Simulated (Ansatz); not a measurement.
PtSe$_{2}$:
```
CELL_PARAMETERS angstrom
      3.74828     0.00000     0.00000
     -1.87414     3.24610     0.00000
      0.00000     0.00000    32.00000
ATOMIC_POSITIONS crystal
  Se 0.66667 0.33333 0.54088
  Pt 0.00000 0.00000 0.50000
  Se 0.33333 0.66667 0.45912
```
The layer is periodic in x and y and isolated along z.

Relaxed with PBE. Special points in fractions of this cell's reciprocal vectors: Γ (0.000, 0.000, 0.000); M (0.500, 0.000, 0.000); K (0.333, 0.333, 0.000).

List the band energies nearest the valence-band maximum at these points for PBE (plane waves, PAW; program Ansatz).

In eV from the valence-band maximum; about four levels below and three above (degenerate sets whole), none deeper than 8.9 eV; … stands for higher levels left out; points with the same levels are listed once.

```tsv
k	below	above
Γ	-1.19 -0.55 0.00 0.00	2.95 2.95 4.52
M	-2.23 -1.91 -1.79 -1.34	2.39 2.71 4.72
K	-2.45 -2.16 -0.94 -0.94	1.82 1.82 …
```

Space group P-3m1 (1T). A layer that has been made, often on a substrate. The cell was relaxed with PBE under the symmetry of its start; its stability against distortions is not shown here. The run is not spin-polarised. Scalar-relativistic: spin–orbit coupling is off unless named, which matters more the heavier the elements.

Potentials: the later of the program's two PAW sets.
